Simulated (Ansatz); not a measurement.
GaAs (zinc blende)

```
GaAs
1.0
    0.00000     2.87304     2.87304
    2.87304     0.00000     2.87304
    2.87304     2.87304     0.00000
As Ga
1 1
Cartesian
  4.30955   4.30955   4.30955
  0.00000   0.00000   0.00000
```

Equation-of-state scan: isotropic scaling of the cell above, V₀ being its volume. Symmetry pins the atoms to their sites.

Method: PBE (plane waves to 420 eV, PAW, scalar-relativistic; Ansatz, a quantum-chemistry and plane-wave program). k mesh 10×10×10 (Γ-centred), Fermi-Dirac smearing 0.05 eV. The energy includes the smearing's −TS. Stress and pressure are positive under compression. GaAs was relaxed with its symmetry unable to fall. The PAW data are Ansatz's earlier set. The zero of ΔE is the relaxed starting cell.

```json
[
 {"V (Å³/atom)": "21.343", "ΔE (meV/atom)": "54.8"},
 {"V (Å³/atom)": "21.739", "ΔE (meV/atom)": "36.8"},
 {"V (Å³/atom)": "22.134", "ΔE (meV/atom)": "22.7"},
 {"V (Å³/atom)": "22.529", "ΔE (meV/atom)": "12.3"},
 {"V (Å³/atom)": "22.925", "ΔE (meV/atom)": "withheld"},
 {"V (Å³/atom)": "23.320", "ΔE (meV/atom)": "1.3"},
 {"V (Å³/atom)": "23.715", "ΔE (meV/atom)": "0.0"},
 {"V (Å³/atom)": "24.110", "ΔE (meV/atom)": "1.2"},
 {"V (Å³/atom)": "24.505", "ΔE (meV/atom)": "4.6"},
 {"V (Å³/atom)": "24.901", "ΔE (meV/atom)": "10.1"},
 {"V (Å³/atom)": "25.296", "ΔE (meV/atom)": "17.5"},
 {"V (Å³/atom)": "25.691", "ΔE (meV/atom)": "26.5"},
 {"V (Å³/atom)": "26.086", "ΔE (meV/atom)": "37.2"}
]
```

Fit a third-order Birch-Murnaghan form (E₀, V₀, B₀, B₀′ free) to the given rows and predict ΔE at V = 22.925.

Least squares on the 12 given rows: ΔE = E₀ + (9V₀B₀/16)·y²·[2 + (B₀′ − 4)y], y = (V₀/V)^(2/3) − 1, with V₀ = 23.717 Å³/atom, B₀ = 60.42 GPa (160.2 GPa = 1 eV/Å³; the term in eV is multiplied by 1000), B₀′ = 4.74, E₀ = -0.02 meV/atom; root-mean-square residual 0.04 meV/atom. At 22.925 the fit gives 5.3 meV/atom; the calculation gives 5.3 meV/atom, the same to the digits shown. For the pressure the fit gives 2.22 GPa against the computed 2.22 GPa.

(Under strain, the slope of the energy per volume gives the stress and its curvature an elastic modulus.)
